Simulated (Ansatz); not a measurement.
TiTe$_{2}$:
```yaml
crystal:
  lattice:
    - [3.77744, 0.00000, 0.00000]
    - [-1.88872, 3.27136, 0.00000]
    - [0.00000, 0.00000, 33.00000]
  atoms:
    - { symbol: Ti, position: [0.00000, 0.00000, 0.50000] }
    - { symbol: Te, position: [0.33333, 0.66667, 0.44825] }
    - { symbol: Te, position: [0.66667, 0.33333, 0.55175] }
```
The layer is periodic in x and y and isolated along z.

In-plane strain on the r²SCAN+D4-relaxed layer, atoms relaxed; r²SCAN+D4 (plane waves, PAW; program Ansatz). Strained cells keep their symmetry and size, so buckling under compression is not allowed; words on stability below refer to the unstrained layer.

| strain x / y (%) | ΔE (meV/atom) | tension xx (N/m) | tension yy (N/m) | thickness (Å) | work function (eV) |
|---|---|---|---|---|---|
| -4 / -4 | … | … | … | … | … |
| -2 / -2 | … | … | … | … | … |
| -1 / 0 | 0.7 | -0.52 | -0.12 | 3.43 | 4.92 |
| 0 / 0 | 0.0 | 0.00 | 0.00 | 3.42 | 4.94 |
| 1 / 0 | 0.7 | 0.54 | 0.11 | 3.40 | 4.95 |
| 2 / 2 | 6.5 | 1.18 | 1.18 | 3.35 | 5.00 |
| 4 / 4 | 24.1 | 2.11 | 2.11 | 3.28 | 5.06 |

Problem. Some entries are withheld; supply them.

Solution. 
- -4 / -4, ΔE (meV/atom): 27.3
- -4 / -4, tension xx (N/m): -2.91
- -4 / -4, tension yy (N/m): -2.91
- -4 / -4, thickness (Å): 3.55
- -4 / -4, work function (eV): 4.73
- -2 / -2, ΔE (meV/atom): 6.7
- -2 / -2, tension xx (N/m): -1.32
- -2 / -2, tension yy (N/m): -1.32
- -2 / -2, thickness (Å): 3.48
- -2 / -2, work function (eV): 4.83

Space group P-3m1 (1T). The layer was cut from a bulk entry of the Materials Project (measured or hypothetical); whether that bulk phase is the ambient one, and whether the layer has been isolated, was not checked. Symmetry was held in the r²SCAN+D4 relaxation; its stability against distortions is not shown here. The run is not spin-polarised. Spin–orbit coupling is left out wherever it is not named.

Potentials: the later of the program's two PAW sets.
